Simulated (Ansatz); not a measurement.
Structure types of Ge compared at 470 GPa

Structure types of Ge are relaxed in primitive cells with their symmetry kept at 470 GPa, first on PAW files, then by LAPW. The enthalpy is E + pV at zero temperature, without zero-point motion. Only the types listed were tried, and differences under about 5 meV/atom are mesh noise. The real phase may be another.

Level of theory: DFT with PBEsol, scalar-relativistic, in Ansatz 0.2.0; Fermi–Dirac smearing of 0.1 eV, no spin polarisation. LAPW: all electrons, basis error target 0.5 meV/atom; PAW: frozen-core files, cutoff 420 eV.

k meshes: bcc 21×21×21, hcp 20×20×11, beta tin 20×20×20, simple hexagonal 20×20×19, diamond 15×15×15.

The PAW files were made under PBE.

**Question.** Order the types by LAPW enthalpy, lowest first.
A. hcp
B. bcc
C. beta tin
D. simple hexagonal
E. diamond

**Answer.** A (0 meV/atom), B (88 meV/atom), D (510 meV/atom), C (654 meV/atom), E (6045 meV/atom).

```json
{"start type": "bcc", "ends as": "bcc, Im-3m", "a, b, c (Å)": "2.482, 2.482, 2.482", "V (Å³/atom)": "7.65", "H − H(lowest), LAPW (meV/atom)": "88.1", "same, PAW": "88.2"}
{"start type": "hcp", "ends as": "hcp, P6_3/mmc", "a, b, c (Å)": "2.206, 2.206, 3.615", "V (Å³/atom)": "7.62", "H − H(lowest), LAPW (meV/atom)": "0.0", "same, PAW": "0.0"}
{"start type": "beta tin", "ends as": "beta tin, I4_1/amd", "a, b, c (Å)": "3.869, 3.869, 2.097", "V (Å³/atom)": "7.85", "H − H(lowest), LAPW (meV/atom)": "654.3", "same, PAW": "662.5"}
{"start type": "simple hexagonal", "ends as": "simple hexagonal, P6/mmm", "a, b, c (Å)": "2.126, 2.126, 1.994", "V (Å³/atom)": "7.80", "H − H(lowest), LAPW (meV/atom)": "510.0", "same, PAW": "516.3"}
{"start type": "diamond", "ends as": "diamond, Fd-3m", "a, b, c (Å)": "4.174, 4.174, 4.174", "V (Å³/atom)": "9.09", "H − H(lowest), LAPW (meV/atom)": "6045.0", "same, PAW": "6055.7"}
```
